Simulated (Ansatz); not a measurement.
The relaxed structure here is a generated cell of Pd: the first start was made by placing the elements on the sites of a structure type, and the end was not matched to a known phase here, so it may be hypothetical. Known forms of Pd include space group No. 225.

A relaxed cell of Pd (P6₃/mmc (No. 194)), relaxed on a k-mesh at least as fine as the one used below. Calculation: PBEsol (plane waves to 420 eV, PAW, scalar-relativistic; Ansatz, an electronic-structure program). Γ-centred k-mesh 14×7×4 on the run's cell (coarser than for final values), Fermi–Dirac smearing 0.05 eV.

```
CELL_PARAMETERS angstrom
      2.73373     0.00000     0.00000
     -2.73373     4.73496     0.00000
      0.00000     0.00000     9.01465
ATOMIC_POSITIONS crystal
  Pd 0.00000 0.00000 0.00000
  Pd 0.00000 0.50000 0.00000
  Pd 0.00000 0.00000 0.50000
  Pd 0.00000 0.50000 0.50000
  Pd 0.33333 0.33333 0.25000
  Pd 0.33333 0.83333 0.25000
  Pd 0.66667 0.16667 0.75000
  Pd 0.66667 0.66667 0.75000
```

The atoms are displaced by (Å):

```tsv
atom	ux	uy	uz
Pd1	0.007	0.136	0.040
Pd2	0.147	0.078	-0.192
Pd3	0.001	0.024	-0.065
Pd4	-0.079	-0.004	-0.093
Pd5	0.202	-0.042	-0.097
Pd6	-0.144	0.026	-0.026
Pd7	-0.051	0.044	0.117
Pd8	0.005	-0.033	0.100
```

Q: What forces (eV/Å) and pressure result?

A: 
```csv
atom,Fx,Fy,Fz
Pd1,0.01,-1.11,-0.24
Pd2,-0.77,0.43,3.27
Pd3,-0.43,-0.17,0.94
Pd4,0.48,0.21,0.77
Pd5,-0.77,1.21,0.23
Pd6,0.98,-0.87,-0.28
Pd7,0.13,-1.11,-1.97
Pd8,0.37,1.42,-2.72
```

Pressure +5.2 GPa.

Q: Estimate the energy cost of the displacement in the harmonic approximation and compare with the calculation.

A: For a harmonic well ΔE = −½ Σ F·u = 1.017 eV a cell, or 127 meV/atom. The calculated energy relative to the undisplaced cell is +0.12 eV/atom, so the harmonic estimate holds well.

No spin polarisation in the result.

The run that gave the undisplaced cell could not lose the symmetry of its start; a randomly shaken copy of 8 atoms returns to this structure.
